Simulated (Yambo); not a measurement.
Convergence of the G0W0 gap of BaTiO$_{3}$

G0W0@PBEsol for BaTiO₃ (space group P4mm, No. 99) in Yambo. Reference settings: 4×4×4 Γ-centred k mesh, bands 2 to 127 and a 8 Ry block in the screening, 127 bands in G with the Bruneval-Gonze terminator, plasmon pole fitted at 27.2 eV. The PBEsol gap A → Γ on this mesh is 1.81 eV; G0W0 gaps are taken between the same points.

```csv
change from the reference,G0W0 gap A → Γ (eV),shift of the valence edge (eV),rough Yambo cost
reference settings,3.36,-0.32,1
52 bands in G,3.31,-0.30,–
wavefunctions cut at 25 Ry,3.48,-0.26,within a factor of two
no point-group symmetry,3.36,-0.32,about 2×
"52 bands in G, no terminator",3.38,0.43,–
no terminator,3.44,-0.10,–
```

The reference isn't shown to be the converged limit. Costs are rough (shared machines), scaled to the same edge states, and given only for runs that recompute the screening.

Geometry of the Materials Project entry, not relaxed at this level; primitive cell a = b = 3.9904 Å, c = 4.1027 Å, α = β = γ = 90.00°.

A shift is the quasiparticle energy of the state minus its PBEsol energy.
